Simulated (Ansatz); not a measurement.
Property card for KBRu

Computed with DFT PBE, scalar-relativistic, plane waves, PAW (Ansatz 0.2.0).

Settings: cutoff 420 eV, Γ-centred mesh 12×12×12 on the computed 3-atom cell, Gaussian smearing of 0.10 eV; collinear spin from starting moments 0.0 0.0 0.6 μB.

The structure is relaxed at this level of theory with its symmetry kept, and needn't be the ground state of this composition.

```
K B Ru
1.0
     4.26343    0.00000    0.00000
     0.00000    4.26343    0.00000
     0.00000    0.00000    3.94899
K B Ru
1 1 1
Direct
  0.50000 0.50000 0.50000
  0.00000 0.00000 0.50000
  0.00000 0.00000 0.00000
```

Task: Formation energy from the elements' standard states (uncorrected)?

Result: +1.266 eV/atom.

Task: Kohn–Sham band gap?

Result: none (metal).

Task: Density of states at the Fermi level?

Result: 5.1 states/eV per cell.

Task: Orbital (Löwdin) character within 0.5 eV of the Fermi level?

Result: Ru 4d 68 %, B 2p 16 %, Ru 5s 8 %.

Task: Bader charge by site (e)?

Result: K (1 in the cell) 0.72, B (1 in the cell) -0.17, Ru (1 in the cell) -0.55.

Task: Total moment?

Result: 0.70 μB per cell.

Task: Moment by site (μB)?

Result: B2 -0.05, Ru3 0.50.

Only this magnetic start was tried.

Another cell of KBRu relaxed alike, in P4/mmm, lies 0.96 eV/atom lower, so this cell isn't the stable form at this level.

The cell was found from a structure generator's guess, not taken from experiment. Löwdin shares on free-atom orbitals overweight diffuse shells.
